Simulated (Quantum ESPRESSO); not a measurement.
Band energies of AlP at -3 % isotropic strain

```
CELL_PARAMETERS angstrom
      0.00000     2.65284     2.65284
      2.65284     0.00000     2.65284
      2.65284     2.65284     0.00000
ATOMIC_POSITIONS crystal
  Al 0.00000 0.00000 0.00000
  P  0.25000 0.25000 0.25000
```

norm-conserving PBEsol (Quantum ESPRESSO, 44 Ry, no spin-orbit coupling); path ΓXWKΓLUWLK,UX; energies in eV from the valence-band maximum.

| k (1/Å) | point | band 1 | band 2 | band 3 | band 4 | band 5 | band 6 | band 7 |
|---|---|---|---|---|---|---|---|---|
| 0.00 | Γ | -12.05 | 0.00 | 0.00 | 0.00 | 3.90 | 4.61 | 4.61 |
| 0.32 |  | -11.75 | -1.27 | -0.61 | -0.61 | 3.85 | 5.03 | 5.62 |
| 0.65 |  | -10.89 | -3.31 | -1.57 | -1.57 | 2.55 | 3.72 | 7.73 |
| 0.97 |  | -9.76 | -5.13 | -2.19 | -2.19 | 1.50 | 2.53 | 10.20 |
| 1.18 | X | -9.37 | -5.65 | -2.31 | -2.31 | 1.25 | 2.33 | 11.69 |
| 1.30 |  | -9.37 | -5.62 | -2.44 | -2.42 | 1.48 | 2.55 | 10.91 |
| 1.66 |  | -9.31 | -5.24 | -3.44 | -3.10 | 3.74 | 5.04 | 7.15 |
| 1.78 | W | -9.31 | -5.17 | -3.56 | -3.16 | 4.23 | 6.09 | 6.30 |
| 2.06 |  | -9.38 | -5.28 | -3.79 | -2.23 | 2.70 | 5.22 | 7.96 |
| 2.19 | K | -9.40 | -5.31 | -3.84 | -1.90 | 2.23 | 5.16 | 8.72 |
| 2.40 |  | -9.70 | -5.10 | -3.84 | -1.44 | 2.92 | 6.86 | 7.35 |
| 2.72 |  | -10.64 | -4.15 | -2.67 | -0.66 | 4.17 | 5.77 | 5.94 |
| 3.03 |  | -11.55 | -2.28 | -1.13 | -0.15 | 4.63 | 4.80 | 5.08 |
| 3.35 |  | -12.02 | -0.24 | -0.08 | -0.01 | 4.07 | 4.61 | 4.64 |
| 3.45 | Γ | -12.05 | 0.00 | 0.00 | 0.00 | 3.90 | 4.61 | 4.61 |
| 3.66 |  | -11.93 | -0.89 | -0.11 | -0.11 | 4.12 | 4.82 | 4.82 |
| 3.96 |  | -11.32 | -3.38 | -0.48 | -0.48 | 3.57 | 5.20 | 5.20 |
| 4.27 |  | -10.43 | -5.45 | -0.76 | -0.76 | 3.13 | 4.87 | 4.87 |
| 4.48 | L | -10.13 | -5.99 | -0.82 | -0.82 | 3.04 | 4.75 | 4.75 |
| 4.58 |  | -10.11 | -5.96 | -1.04 | -0.87 | 3.24 | 4.65 | 4.87 |
| 4.89 |  | -9.78 | -5.57 | -2.92 | -1.40 | 3.07 | 5.86 | 6.42 |
| 5.20 | U | -9.40 | -5.31 | -3.84 | -1.90 | 2.23 | 5.16 | 8.72 |
| 5.52 |  | -9.33 | -5.19 | -3.62 | -2.97 | 3.92 | 5.54 | 6.88 |
| 5.62 | W | -9.31 | -5.17 | -3.56 | -3.16 | 4.23 | 6.09 | 6.30 |
| 5.81 |  | -9.43 | -5.20 | -3.66 | -2.61 | 4.07 | 5.45 | 6.66 |
| 6.09 |  | -9.84 | -5.64 | -2.57 | -1.48 | 3.92 | 4.46 | 6.63 |
| 6.36 |  | -10.11 | -5.96 | -1.00 | -0.86 | 3.20 | 4.66 | 4.85 |
| 6.46 | L | -10.13 | -5.99 | -0.82 | -0.82 | 3.04 | 4.75 | 4.75 |
| 6.62 |  | -10.07 | -5.92 | -1.32 | -0.94 | 3.44 | 4.58 | 5.03 |
| 6.86 |  | -9.80 | -5.59 | -2.85 | -1.38 | 3.11 | 5.78 | 6.34 |
| 7.10 |  | -9.46 | -5.28 | -3.86 | -1.80 | 2.38 | 5.66 | 8.22 |
| 7.18 | K | -9.40 | -5.31 | -3.84 | -1.90 | 2.23 | 5.16 | 8.72 |
| 7.18 | U | -9.40 | -5.31 | -3.84 | -1.90 | 2.23 | 5.16 | 8.72 |
| 7.29 |  | -9.36 | -5.44 | -3.47 | -2.08 | 1.95 | 4.06 | 9.51 |
| 7.60 | X | -9.37 | -5.65 | -2.31 | -2.31 | 1.25 | 2.33 | 11.69 |

The PBEsol gap is indirect, 1.25 eV, from Γ to X; the smallest direct gap is 3.56 eV.

Geometry strained from the cell relaxed with PBEsol, atoms relaxed again.
